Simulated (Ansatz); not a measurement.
Consider the following.

InAs:
```cif
data_As4In4
_chemical_formula_sum 'In4 As4'
_space_group_name_H-M_alt 'Fm-3m'
_space_group_IT_number 225
_space_group_name_Hall '-F 4 2 3'
_cell_length_a 5.60014
_cell_length_b 5.60014
_cell_length_c 5.60014
_cell_angle_alpha 90.000
_cell_angle_beta 90.000
_cell_angle_gamma 90.000
loop_
_atom_site_label
_atom_site_type_symbol
_atom_site_symmetry_multiplicity
_atom_site_Wyckoff_symbol
_atom_site_fract_x
_atom_site_fract_y
_atom_site_fract_z
_atom_site_occupancy
In1 In 4 b 0.50000 0.50000 0.50000 1
As1 As 4 a 0.00000 0.00000 0.00000 1
```
(The calculation used a cell of 2 atoms; values per cell refer to that cell.)

This is the LDA-relaxed structure.

Question: All from the program Ansatz at the LDA level (PAW), unless another level is named. Give the electronic character.

Answer: metallic (no gap).

Question: Give the formation energy from the elements (no fitted shifts).

Answer: -0.071 eV/atom.

Question: Give the density of states at the Fermi level.

Answer: 0.56 states/eV per atom (mean over ±0.08 eV).

The workflow started from a Materials Project entry (that database holds measured and hypothetical structures alike); the Crystallography Open Database copy checked does not list it. It is not the phase usual at ambient conditions (space group No. 216). Symmetry was held in the LDA relaxation; of distortions, only those at the zone centre were tested. The references are the lowest solids computed at this level, not always the standard phases. Scalar-relativistic: spin–orbit coupling is off unless named, which matters more the heavier the elements.

Potentials: the later of the program's two PAW sets.
